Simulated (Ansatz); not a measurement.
# Structure types of Ga compared at 57 GPa

Structure types of Ga are relaxed in primitive cells with their symmetry kept at 57 GPa, first on PAW files, then by LAPW. The enthalpy is E + pV at zero temperature, without zero-point motion. Only the types listed were tried, and differences under about 5 meV/atom are mesh noise. Not among the end structures: fcc, which may lie lower.

Computed with Ansatz 0.2.0; functional LDA, scalar-relativistic. Settings: Fermi–Dirac smearing of 0.08 eV, no spin polarisation. Methods: LAPW: all electrons, basis error target 0.5 meV/atom; PAW: frozen-core files, cutoff 420 eV.

k meshes: bcc 18×18×18, hcp 17×17×9, diamond 13×13×13, omega 9×9×12, beta tin 17×17×17.

The PAW files were made under PBE.

Problem. Order the types by LAPW enthalpy, lowest first.
A. diamond
B. beta tin
C. hcp
D. omega
E. bcc

Solution. C (0 meV/atom), E (50 meV/atom), D (65 meV/atom), B (182 meV/atom), A (1607 meV/atom).

| start type | ends as | a, b, c (Å) | V (Å³/atom) | H − H(lowest), LAPW (meV/atom) | same, PAW |
| --- | --- | --- | --- | --- | --- |
| bcc | bcc, Im-3m | 2.887, 2.887, 2.887 | 12.04 | 50.1 | 50.4 |
| hcp | hcp, P6_3/mmc | 2.558, 2.558, 4.214 | 11.93 | 0.0 | 0.0 |
| diamond | diamond, Fd-3m | 4.916, 4.916, 4.916 | 14.86 | 1606.8 | 1608.3 |
| omega | omega, P6/mmm | 4.144, 4.144, 2.434 | 12.07 | 64.7 | 64.9 |
| beta tin | beta tin, I4_1/amd | 4.561, 4.561, 2.381 | 12.38 | 182.4 | 183.1 |

Problem. Split the lead of hcp over bcc into energy and pV.

Solution. For bcc less hcp: ΔE = +13.8 meV/atom, and p·ΔV = 57 GPa × +0.1022 Å³ × 6.242 meV/(GPa·Å³) = +36.3 meV/atom, together 50.1 meV/atom. hcp wins on both counts.
